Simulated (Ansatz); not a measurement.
Input file for Ansatz (a program for electronic structure):

Ansatz 0.2 input:
```yaml
crystal:
  lattice:
    - [-2.1165834967, 2.1165834967, 5.0100000837]
    - [2.1165834967, -2.1165834967, 5.0100000837]
    - [2.1165834967, 2.1165834967, -5.0100000837]
  atoms:
    - { symbol: Os, position: [0.75, 0.25, 0.5] }
    - { symbol: Os, position: [0.25, 0.75, 0.5] }
    - { symbol: Si, position: [0.3612437216, 0.3612437216, 0.0] }
    - { symbol: Si, position: [0.6387562784, 0.6387562784, 0.0] }
    - { symbol: La, position: [0.0, 0.0, 0.0] }
kpoints:
  mp_grid: { grid: [14, 14, 14] }
hamiltonian:
  xc: r2scan
  pseudopotentials: { kind: paw }
scf:
  occupations: { method: gaussian, width: 0.05 }
checkpoint: { read: metal.run }
output: { write_density: true, elf: true, volumetric_format: npy }
basis: { fft_grid_basis: typed }
```

Output (shortened):

```
Pseudopotential: Os, paw, valence charge 16
Pseudopotential: Si, paw, valence charge 4
Pseudopotential: La, paw, valence charge 11
Functional definition: r2SCAN
Crystal: 5 atoms, lattice volume = 89.778 Å³
Basis set: ecut = 500 eV, 2291 PW (Γ), exchange–correlation on 180×180×180 points (64 copies of the dense FFT grid, shifted against one another)
Bands: 36, of which v1, the nominal top of the filled ones, is band 26 counted from 1 (25 counted from 0)
Symmetry: 16 space group operations
Space group: I4/mmm (ITA 139), of the structure as read, at distance tolerance 4.5e-5 Å
k-points: 244 of 2744
Stability of the state it starts from, as read at its close in the unpolarized treatment …
iter 1 solved again at ethr=6.87e-8 eV; its pass at ethr=3.10e-3 eV (dr2=3.50e-5 eV) is discarded
SCF iter   1: F=—  HF=-30341.870072 eV  |F-HF|=—  |Δ(HF+E_count)|=         —  Δρ=3.52e-7  dr2=1.24e-10  dr2_τ=7.81e-12  ethr=6.87e-8  ⟨swp⟩=3.2  Hψ=59147  notcnv=0
preconditioner: auto → Kerker (q_TF=auto, 2.483 Å⁻¹)
SCF iter   2: F=-30341.870072 eV  HF=-30341.870072 eV  |F-HF|=3.64e-12  |Δ(HF+E_count)|=   2.85e-8  Δρ=1.29e-7  dr2=2.17e-11  dr2_τ=6.00e-12  ethr=1.00e-12  ⟨swp⟩=6.3  Hψ=32705  notcnv=0
SCF 1 converged in 2 iterations: F = -30341.870072 eV  dr2 = 2.17e-11
SCF converged after 2 iterations
Free energy (F): -30341.870072 eV
Harris-Foulkes:  -30341.870072 eV  (|F-HF|=3.64e-12)
Internal energy: -30341.867463 eV  (E = F + TS)
E sigma→0 (E₀):  -30341.868768 eV
Entropy (-TS):   -0.002608 eV (-0.522 meV/atom)
Fermi energy:    15.458497 eV
--- Per-component energies (eV) ---
  E_band       = -383.703607
  E_kinetic    = 1411.699568
  E_local      = -3521.818339  (includes V_loc(G=0)·N_el)
  E_nonlocal   = 140.597036
  E_hartree    = 1467.362660
  E_xc         = -745.599427
  E_vxc        = -895.194377  (∫ρ·V_xc dr)
  E_paw        = -24556.019122  (= ΣΔE_a)
  E_vpaw       = -503.278027  (= ΣTr[D̂ρ^β])
  E_aug_tail   = -0.000279  (compensation charges beyond the density's cutoff)
  E_vtau       = 49.565723  (kinetic-family band-sum trace: ∫τ·v_τ [+ j·A + Jᵃ·Aᵃ] dr)
  E_ewald      = -4537.235181
  E_core_change = -0.854379  (= ΣΔE_core)
  E_smearing   = -0.002608  (= −TS)
  E_closure    =  0.000000  (closes the sum)
  Σ components = -30341.870072   (vs F -30341.870072, Δ=0.00e0)
  [band-id]    e_kinetic+e_local+e_nonlocal+2·e_hartree+e_vxc+e_vpaw+e_augmentation_tail+e_vtau = -383.703374   (vs E_band -383.703607, Δ=2.32e-4)
--- Band table (eV; the first three rows and the last of 244) ---
  k-point 0: bands = ["-71.8404", "-71.8204", "-30.8931", "-30.8931", "-30.6796", "-30.6796", "-30.6223", "-30.5722", "-17.8120", "-1.1709", "-1.1405", "-1.1405", "4.1877", "7.1268", "9.3921", "11.1615", "11.2346", "11.2346", "13.1989", "13.1989", "13.4151", …
  k-point 1: bands = ["-71.8399", "-71.8209", "-30.8946", "-30.8816", "-30.6919", "-30.6785", "-30.6210", "-30.5734", "-17.8100", "-1.1681", "-1.1663", "-1.1529", "4.3116", "7.1691", "9.4877", "10.9473", "11.3066", "11.4033", "12.7813", "12.7944", "13.8542", …
  k-point 2: bands = ["-71.8385", "-71.8223", "-30.8988", "-30.8493", "-30.7262", "-30.6755", "-30.6174", "-30.5767", "-17.8044", "-1.2312", "-1.1876", "-1.1603", "4.6580", "7.2863", "9.6714", "10.6996", "11.5120", "11.6401", "11.9499", "12.3690", "14.0700", …
  k-point 243: bands = ["-71.8404", "-71.8204", "-30.8931", "-30.8931", "-30.6796", "-30.6796", "-30.6231", "-30.5720", "-17.8050", "-1.3585", "-1.1240", "-1.1240", "5.3895", "5.9812", "9.8445", "10.8987", "10.8987", "11.2120", "12.2278", "12.5156", …
```

Cost: about 70 core-seconds (a rough figure) on shared cores.

The workflow started from an entry of the Crystallography Open Database (COD). Whether it is the stable phase at ambient conditions was not checked. Symmetry was held in the r²SCAN relaxation; whether a distortion lowers the energy is not shown. The run is not spin-polarised. Scalar-relativistic: spin–orbit coupling is off unless named, which matters more the heavier the elements.

Potentials: the later of the program's two PAW sets.

Ansatz is a plane-wave DFT program.
